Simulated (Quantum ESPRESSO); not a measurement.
Ti2YZrO7F, one run as intended and one with a planted mistake

Simulated, not a measurement. The program is pw.x of Quantum ESPRESSO 7.5 (plane-wave density functional theory). The cell is made up: 12 atoms on a fluorite lattice, with randomly drawn elements, strain and displacements, not relaxed. PseudoDojo standard norm-conserving files (v0.5 for PBE, v0.4.1 for LDA and PBEsol) set the functional; there is no spin polarisation, spin-orbit coupling or dispersion term, and the masses in the input are unused placeholders.

Intended input:

```
&control calculation='scf', pseudo_dir='./dojo.nc.sr.pbe.v0_5.standard.upf', outdir='./o', disk_io='low', tprnfor=.true., tstress=.true. /
&system ibrav=0, nat=12, ntyp=5, nbnd=54, ecutwfc=84.00895049, nosym=.true., tot_charge=0,
 occupations='smearing', smearing='fd', degauss=0.0018374661
/
&electrons conv_thr=7.350e-09, electron_maxstep=60, /
ATOMIC_SPECIES
F 1.0 F.upf
O 1.0 O.upf
Ti 1.0 Ti.upf
Y 1.0 Y.upf
Zr 1.0 Zr.upf
CELL_PARAMETERS angstrom
4.9879 -0.0243 -0.006
-0.0243 4.8608 -0.0143
-0.006 -0.0143 4.914
ATOMIC_POSITIONS angstrom
Ti 0.0124 -0.0064 0.0129
Ti -0.029 2.4211 2.4301
Y 2.4798 0.0029 2.4404
Zr 2.4779 2.3831 0.0128
O 1.2367 1.1787 1.25
F 1.2193 1.1836 3.6983
O 1.2115 3.6561 1.1902
O 1.1985 3.6719 3.6914
O 3.7282 1.1922 1.2504
O 3.7685 1.2164 3.6816
O 3.741 3.6337 1.1985
O 3.7081 3.6582 3.6791
K_POINTS automatic
5 5 5 1 1 1
```

The log is shortened where brackets say so; the opening notice, blank lines, dates and the lines on written files are dropped, and the path of the files is cut. It prints rydbergs, bohrs and kilobars, and counts compression as positive stress. Where no state is partly filled, the Fermi energy that it prints is only some level between the filled and the empty states on the mesh, and need not lie in the true gap.

Log of the intended run:

```
     Program PWSCF v.7.5
     Parallel version (MPI & OpenMP), running on       4 processor cores
     Number of MPI processes:                 4
     Threads/MPI process:                     1
     [start-up lines left out]
     bravais-lattice index     =            0
     lattice parameter (alat)  =       9.4259  a.u.
     unit-cell volume          =     803.9745 (a.u.)^3
     number of atoms/cell      =           12
     number of atomic types    =            5
     number of electrons       =        96.00
     number of Kohn-Sham states=           54
     kinetic-energy cutoff     =      84.0090  Ry
     charge density cutoff     =     336.0358  Ry
     scf convergence threshold =      7.3E-09
     mixing beta               =       0.7000
     number of iterations used =            8  plain     mixing
     Exchange-correlation= PBE
                           (   1   4   3   4   0   0   0)
     [axes and pseudopotential details left out]
   Cartesian axes
     site n.     atom                  positions (alat units)
         1        Ti     tau(   1) = (   0.0024860  -0.0012831   0.0025862  )
         2        Ti     tau(   2) = (  -0.0058140   0.4853885   0.4871929  )
         3        Y      tau(   3) = (   0.4971569   0.0005814   0.4892579  )
         4        Zr     tau(   4) = (   0.4967760   0.4777702   0.0025662  )
         5        O      tau(   5) = (   0.2479369   0.2363089   0.2506033  )
         6        F      tau(   6) = (   0.2444485   0.2372913   0.7414450  )
         7        O      tau(   7) = (   0.2428847   0.7329846   0.2386144  )
         8        O      tau(   8) = (   0.2402785   0.7361522   0.7400617  )
         9        O      tau(   9) = (   0.7474394   0.2390154   0.2506835  )
        10        O      tau(  10) = (   0.7555189   0.2438671   0.7380969  )
        11        O      tau(  11) = (   0.7500056   0.7284938   0.2402785  )
        12        O      tau(  12) = (   0.7434097   0.7334056   0.7375957  )
     number of k points=    63  Fermi-Dirac smearing, width (Ry)=  0.0018
                       cart. coord. in units 2pi/alat
        k(    1) = (   0.1006277   0.1034190   0.1019290), wk =   0.0320000
        k(    2) = (   0.1008748   0.1040175   0.3049413), wk =   0.0320000
     [further k points left out]
     Dense  grid:    83613 G-vectors     FFT dimensions: (  60,  54,  60)
     Estimated max dynamical RAM per process >     275.32 MB
     Estimated total dynamical RAM >       1.02 GB
     Initial potential from superposition of free atoms
     starting charge      95.9900, renormalised to      96.0000
     Starting wfcs are   72 randomized atomic wfcs
     total cpu time spent up to now is        5.6 secs
     per-process dynamical memory:   220.4 Mb
     Self-consistent Calculation
     iteration #  1     ecut=    84.01 Ry     beta= 0.70
     Davidson diagonalization with overlap
     ethr =  1.00E-02,  avg # of iterations =  2.0
     total cpu time spent up to now is       14.3 secs
     total energy              =    -699.40721404 Ry
     estimated scf accuracy    <       5.56872604 Ry
     iteration #  2     ecut=    84.01 Ry     beta= 0.70
     Davidson diagonalization with overlap
     ethr =  5.80E-03,  avg # of iterations =  7.9
     total cpu time spent up to now is       31.3 secs
     total energy              =    -691.53805957 Ry
     estimated scf accuracy    <      86.04307749 Ry
     [iterations 3 to 17 left out]
     iteration # 18     ecut=    84.01 Ry     beta= 0.70
     Davidson diagonalization with overlap
     ethr =  3.95E-10,  avg # of iterations =  3.3
     total cpu time spent up to now is      220.2 secs
     total energy              =    -702.36003260 Ry
     estimated scf accuracy    <       0.00000002 Ry
     iteration # 19     ecut=    84.01 Ry     beta= 0.70
     Davidson diagonalization with overlap
     ethr =  2.48E-11,  avg # of iterations =  6.2
     total cpu time spent up to now is      233.8 secs
     End of self-consistent calculation
     [lines on levels left out]
     the Fermi energy is    13.1798 ev
!    total energy              =    -702.36003261 Ry
     estimated scf accuracy    <          7.2E-09 Ry
     smearing contrib. (-TS)   =      -0.00000000 Ry
     internal energy E=F+TS    =    -702.36003261 Ry
     The total energy is F=E-TS. E is the sum of the following terms:
     one-electron contribution =    -134.75706405 Ry
     hartree contribution      =     128.82301905 Ry
     xc contribution           =    -141.49761596 Ry
     ewald contribution        =    -554.92837164 Ry
     convergence has been achieved in  19 iterations
     Forces acting on atoms (cartesian axes, Ry/au):
     atom    1 type  3   force =    -0.07262842   -0.10140958    0.04911005
     atom    2 type  3   force =    -0.08165314    0.07831102   -0.05502813
     atom    3 type  4   force =     0.05466775   -0.06955483    0.00135850
     atom    4 type  5   force =     0.07241004    0.09172527    0.03974295
     atom    5 type  2   force =    -0.09871703    0.07176146   -0.05456516
     atom    6 type  1   force =    -0.04716140    0.03733134    0.01758204
     atom    7 type  2   force =    -0.07530896   -0.05582986   -0.02641907
     atom    8 type  2   force =    -0.07554455   -0.06291337    0.02967122
     atom    9 type  2   force =     0.09205574    0.05643479   -0.05190798
     atom   10 type  2   force =     0.07893526    0.04021613    0.03633198
     atom   11 type  2   force =     0.07646914   -0.04102991   -0.02155011
     atom   12 type  2   force =     0.07647557   -0.04504246    0.03567371
     Total force =     0.373311     Total SCF correction =     0.000242
     Computing stress (Cartesian axis) and pressure
          total   stress  (Ry/bohr**3)                   (kbar)     P=      218.60
   0.00109012   0.00007795   0.00007402          160.36       11.47       10.89
   0.00007795   0.00179488  -0.00016652           11.47      264.04      -24.50
   0.00007402  -0.00016652   0.00157306           10.89      -24.50      231.41
     init_run     :      4.85s CPU      5.10s WALL (       1 calls)
     electrons    :    226.78s CPU    228.22s WALL (       1 calls)
     forces       :      1.89s CPU      1.90s WALL (       1 calls)
     stress       :      6.63s CPU      6.65s WALL (       1 calls)
     [timing details left out]
     PWSCF        :   4m 0.81s CPU   4m 2.57s WALL
     JOB DONE.
```

A second run has one planted mistake: the cell and the positions are scaled by a wrong factor. The input lines that differ, file-writing options aside:

```
- 4.9879 -0.0243 -0.006
+ 5.0268 -0.0245 -0.006
- -0.0243 4.8608 -0.0143
+ -0.0245 4.8987 -0.0144
- -0.006 -0.0143 4.914
+ -0.006 -0.0144 4.9523
- Ti 0.0124 -0.0064 0.0129
+ Ti 0.0125 -0.0064 0.013
- Ti -0.029 2.4211 2.4301
+ Ti -0.0292 2.44 2.4491
- Y 2.4798 0.0029 2.4404
+ Y 2.4991 0.0029 2.4594
- Zr 2.4779 2.3831 0.0128
+ Zr 2.4972 2.4017 0.0129
- O 1.2367 1.1787 1.25
+ O 1.2463 1.1879 1.2598
- F 1.2193 1.1836 3.6983
+ F 1.2288 1.1928 3.7271
- O 1.2115 3.6561 1.1902
+ O 1.2209 3.6846 1.1995
- O 1.1985 3.6719 3.6914
+ O 1.2078 3.7005 3.7202
- O 3.7282 1.1922 1.2504
+ O 3.7573 1.2015 1.2602
- O 3.7685 1.2164 3.6816
+ O 3.7979 1.2259 3.7103
- O 3.741 3.6337 1.1985
+ O 3.7702 3.662 1.2078
- O 3.7081 3.6582 3.6791
+ O 3.737 3.6867 3.7078
```

Its log:

```
     Program PWSCF v.7.5
     Parallel version (MPI & OpenMP), running on       4 processor cores
     Number of MPI processes:                 4
     Threads/MPI process:                     1
     [start-up lines left out]
     bravais-lattice index     =            0
     lattice parameter (alat)  =       9.4994  a.u.
     unit-cell volume          =     822.9265 (a.u.)^3
     number of atoms/cell      =           12
     number of atomic types    =            5
     number of electrons       =        96.00
     number of Kohn-Sham states=           54
     kinetic-energy cutoff     =      84.0090  Ry
     charge density cutoff     =     336.0358  Ry
     scf convergence threshold =      7.3E-09
     mixing beta               =       0.7000
     number of iterations used =            8  plain     mixing
     Exchange-correlation= PBE
                           (   1   4   3   4   0   0   0)
     [axes and pseudopotential details left out]
   Cartesian axes
     site n.     atom                  positions (alat units)
         1        Ti     tau(   1) = (   0.0024866  -0.0012732   0.0025861  )
         2        Ti     tau(   2) = (  -0.0058088   0.4853922   0.4872024  )
         3        Y      tau(   3) = (   0.4971490   0.0005769   0.4892514  )
         4        Zr     tau(   4) = (   0.4967710   0.4777731   0.0025662  )
         5        O      tau(   5) = (   0.2479280   0.2363104   0.2506135  )
         6        F      tau(   6) = (   0.2444467   0.2372851   0.7414365  )
         7        O      tau(   7) = (   0.2428751   0.7329819   0.2386180  )
         8        O      tau(   8) = (   0.2402691   0.7361449   0.7400639  )
         9        O      tau(   9) = (   0.7474442   0.2390158   0.2506931  )
        10        O      tau(  10) = (   0.7555208   0.2438698   0.7380945  )
        11        O      tau(  11) = (   0.7500105   0.7284861   0.2402691  )
        12        O      tau(  12) = (   0.7434059   0.7333997   0.7375971  )
     number of k points=    63  Fermi-Dirac smearing, width (Ry)=  0.0018
                       cart. coord. in units 2pi/alat
        k(    1) = (   0.1006270   0.1034192   0.1019283), wk =   0.0320000
        k(    2) = (   0.1008722   0.1040172   0.3049416), wk =   0.0320000
     [further k points left out]
     Dense  grid:    85613 G-vectors     FFT dimensions: (  60,  60,  60)
     Estimated max dynamical RAM per process >     282.80 MB
     Estimated total dynamical RAM >       1.04 GB
     Initial potential from superposition of free atoms
     starting charge      95.9900, renormalised to      96.0000
     Starting wfcs are   72 randomized atomic wfcs
     total cpu time spent up to now is        6.1 secs
     per-process dynamical memory:   226.5 Mb
     Self-consistent Calculation
     iteration #  1     ecut=    84.01 Ry     beta= 0.70
     Davidson diagonalization with overlap
     ethr =  1.00E-02,  avg # of iterations =  2.0
     total cpu time spent up to now is       15.6 secs
     total energy              =    -699.38077897 Ry
     estimated scf accuracy    <       5.62424986 Ry
     iteration #  2     ecut=    84.01 Ry     beta= 0.70
     Davidson diagonalization with overlap
     ethr =  5.86E-03,  avg # of iterations =  7.9
     total cpu time spent up to now is       34.7 secs
     total energy              =    -691.43168437 Ry
     estimated scf accuracy    <      89.08841273 Ry
     [iterations 3 to 19 left out]
     iteration # 20     ecut=    84.01 Ry     beta= 0.70
     Davidson diagonalization with overlap
     ethr =  1.87E-10,  avg # of iterations =  2.3
     total cpu time spent up to now is      279.5 secs
     total energy              =    -702.38396355 Ry
     estimated scf accuracy    <       0.00000003 Ry
     iteration # 21     ecut=    84.01 Ry     beta= 0.70
     Davidson diagonalization with overlap
     ethr =  3.62E-11,  avg # of iterations =  4.8
     total cpu time spent up to now is      292.8 secs
     End of self-consistent calculation
     [lines on levels left out]
     the Fermi energy is    12.6681 ev
!    total energy              =    -702.38396355 Ry
     estimated scf accuracy    <          4.0E-09 Ry
     smearing contrib. (-TS)   =      -0.00000000 Ry
     internal energy E=F+TS    =    -702.38396355 Ry
     The total energy is F=E-TS. E is the sum of the following terms:
     one-electron contribution =    -140.94053223 Ry
     hartree contribution      =     130.47749997 Ry
     xc contribution           =    -141.28593383 Ry
     ewald contribution        =    -550.63499745 Ry
     convergence has been achieved in  21 iterations
     Forces acting on atoms (cartesian axes, Ry/au):
     atom    1 type  3   force =    -0.07024036   -0.10053419    0.04832186
     atom    2 type  3   force =    -0.08106099    0.07593822   -0.05480243
     atom    3 type  4   force =     0.05289629   -0.06677629   -0.00007857
     atom    4 type  5   force =     0.07156193    0.08886096    0.04040398
     atom    5 type  2   force =    -0.09267227    0.06934359   -0.05334747
     atom    6 type  1   force =    -0.04270766    0.03599049    0.01779315
     atom    7 type  2   force =    -0.07090632   -0.05399077   -0.02619202
     atom    8 type  2   force =    -0.07175365   -0.06025996    0.02909545
     atom    9 type  2   force =     0.08635919    0.05535831   -0.04990518
     atom   10 type  2   force =     0.07405961    0.03973746    0.03534667
     atom   11 type  2   force =     0.07222623   -0.04036615   -0.02173747
     atom   12 type  2   force =     0.07223800   -0.04330167    0.03510202
     Total force =     0.359899     Total SCF correction =     0.000104
     Computing stress (Cartesian axis) and pressure
          total   stress  (Ry/bohr**3)                   (kbar)     P=      153.09
   0.00065610   0.00007183   0.00007137           96.52       10.57       10.50
   0.00007183   0.00134062  -0.00015608           10.57      197.21      -22.96
   0.00007137  -0.00015608   0.00112528           10.50      -22.96      165.53
     init_run     :      5.72s CPU      6.01s WALL (       1 calls)
     electrons    :    285.24s CPU    286.68s WALL (       1 calls)
     forces       :      2.42s CPU      2.45s WALL (       1 calls)
     stress       :      7.34s CPU      7.35s WALL (       1 calls)
     [timing details left out]
     PWSCF        :   5m 0.90s CPU   5m 2.71s WALL
     JOB DONE.
```

|  | intended run | run with the mistake |
| --- | --- | --- |
| free energy (eV) | -9556.095 | -9556.421 |
| smearing term -TS (eV) | 0.0000 | 0.0000 |
| pressure (GPa) | 21.86 | 15.31 |
| largest force component (eV/Å) | 2.607 | 2.585 |
| largest change of a force component (eV/Å) |  | 0.155 |
| iterations | 19 | 21 |

For scale, a rerun of the intended cell at a cutoff of 1467 eV and k mesh 7 x 7 x 7 moved values by no more than 0.003 eV in energy, 0.05 GPa in stress and 0.003 eV/Å in force.